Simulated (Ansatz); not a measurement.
A relaxation computed with Ansatz, from input to last step.

```yaml
crystal:
  lattice:
    - [4.6166924627, 0.0, 0.0]
    - [-2.3083462314, 3.9981729542, 0.0]
    - [0.0, 0.0, 7.6300190534]
  atoms:
    - { symbol: Ba, position: [0.3333333333, 0.6666666667, 0.25] }
    - { symbol: Ba, position: [0.6666666667, 0.3333333333, 0.75] }
basis:
  ecutwfc: 500
kpoints:
  mp_grid: { grid: [12, 12, 6] }
hamiltonian:
  xc: r2scan
scf:
  occupations: { method: gaussian, width: 0.1 }
output:
  forces: true
  stress: true
  eigenvalues: true
relax:
  adjacent_minimum: "off"
  f_tol: 0.01
  max_steps: 60
  cell: { stress_tol: 0.1 }
```

```bash
ansatz run input.yaml --threads 1 --pin off --max-ram 2560MiB --backend cpu --events-out ev --progress --plain --runs-dir out
```

These are results of DFT r2SCAN, scalar-relativistic, plane waves, PAW in Ansatz, not measurements.

Of 4 frames 3 are shown, positions in Å and forces in eV/Å; the SCF threshold varies from step to step. Steps run on the plane waves of an earlier cell, with a Pulay correction in the pressure. The basis is chosen afresh for the last frame, the zero of the energies, and at times for earlier ones too; energy and pressure step there, also at an unchanged geometry.

```xyz
2
Lattice="4.6167 0.0000 0.0000 -2.3083 3.9982 0.0000 0.0000 0.0000 7.6300" Properties=species:S:1:pos:R:3:forces:R:3 pbc="T T T" step=1 free_energy_over_end_meV_per_atom=5.95 pressure_GPa=-0.43
Ba    0.0000    2.6654    1.9075    0.0000    0.0000    0.0000
Ba    2.3083    1.3327    5.7225    0.0000    0.0000    0.0000
2
Lattice="4.5935 0.0000 0.0000 -2.2967 3.9781 0.0000 0.0000 0.0000 7.5986" Properties=species:S:1:pos:R:3:forces:R:3 pbc="T T T" step=2 free_energy_over_end_meV_per_atom=3.53 pressure_GPa=-0.34
Ba    0.0000    2.6520    1.8996    0.0000    0.0000    0.0000
Ba    2.2967    1.3260    5.6989    0.0000    0.0000    0.0000
2
Lattice="4.5119 0.0000 0.0000 -2.2560 3.9074 0.0000 0.0000 0.0000 7.4887" Properties=species:S:1:pos:R:3:forces:R:3 pbc="T T T" step=4 free_energy_over_end_meV_per_atom=0.00 pressure_GPa=0.02
Ba    0.0000    2.6050    1.8722    0.0000    0.0000    0.0000
Ba    2.2560    1.3025    5.6165    0.0000    0.0000    0.0000
```

Time: 88 s on 1 thread of Arm Neoverse V1, on a shared host, peak memory 0.83 GiB.